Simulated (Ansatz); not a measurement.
Relaxed-ion elastic tensor of HgO in space group P-6m2 (No. 187; Hg on 1a, O on 1f) in GPa (Voigt order), DFT-PBEsol in the program Ansatz with PAW potentials; density 12.71 g/cm³, 14.15 Å³ per atom.

|  | 1 | 2 | 3 | 4 | 5 | 6 |
|---|---|---|---|---|---|---|
| 1 | 154 | 98.3 | 105 | 0.0 | 0.0 | 0.0 |
| 2 | 98.3 | 154 | 105 | 0.0 | 0.0 | 0.0 |
| 3 | 105 | 105 | 252 | 0.0 | 0.0 | 0.0 |
| 4 | 0.0 | 0.0 | 0.0 | -21.6 | 0.0 | 0.0 |
| 5 | 0.0 | 0.0 | 0.0 | 0.0 | -21.6 | 0.0 |
| 6 | 0.0 | 0.0 | 0.0 | 0.0 | 0.0 | 27.9 |

Is the crystal mechanically stable?

No: the smallest eigenvalue of C is -21.6 GPa.

The cell is a constructed one: a structure type filled with these elements; neither database checked (COD, Materials Project) lists it. COD files the formula under space group No. 44, 62, so this cell is another polymorph or a model. Whether it is the stable phase at ambient conditions was not checked. Symmetry was held in the PBEsol relaxation. At this level the phase is mechanically unstable. As this level gives no gap, shear constants depend on the k-mesh and smearing (Fermi–Dirac, 0.1 eV here). Spin–orbit coupling is left out wherever it is not named.

Potentials: the later of the program's two PAW sets.
